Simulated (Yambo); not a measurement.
G0W0@PBEsol for Rb$_{2}$ScAgCl$_{6}$ (space group Fm-3m, No. 225) in Yambo (2×2×2 mesh, 6 Ry block, plasmon pole, screening fixed), without a terminator:

| bands N in G | gap L → X (eV) | shift of the valence edge (eV) |
|---|---|---|
| 122 | 6.172 | -0.628 |
| 201 | 6.155 | -0.921 |
| 305 | 6.106 | -1.063 |

### Question
Extrapolate both columns to infinite N with E(N) = E∞ + A/N, test the form, and compare with the terminator.

### Answer
From two points, E∞ = (N2 E2 − N1 E1)/(N2 − N1). The two largest N give 6.01 eV for the gap and -1.34 eV for the shift; the two smallest give 6.13 eV and -1.37 eV. For the gap the slopes A are 5.3 and 29 eV: the form isn't reached, and its limit is uncertain. For the shift the slopes A are 91 and 84 eV: the 1/N form holds. With the Bruneval-Gonze terminator and 305 bands the run gives 6.07 eV and -1.28 eV, 0.06 eV and 0.05 eV from the extrapolated values: the terminator too is an estimate of the remainder. Block, mesh and the bands in W are held fixed.

Spin-orbit coupling is not included.

Geometry of the Materials Project entry, not relaxed at this level; primitive cell a = b = c = 7.4105 Å, α = β = γ = 60.00°.

The structure is a Materials Project entry; no match was found in the copy of COD used, and its stability was not checked.

A shift is the quasiparticle energy of the state minus its PBEsol energy.
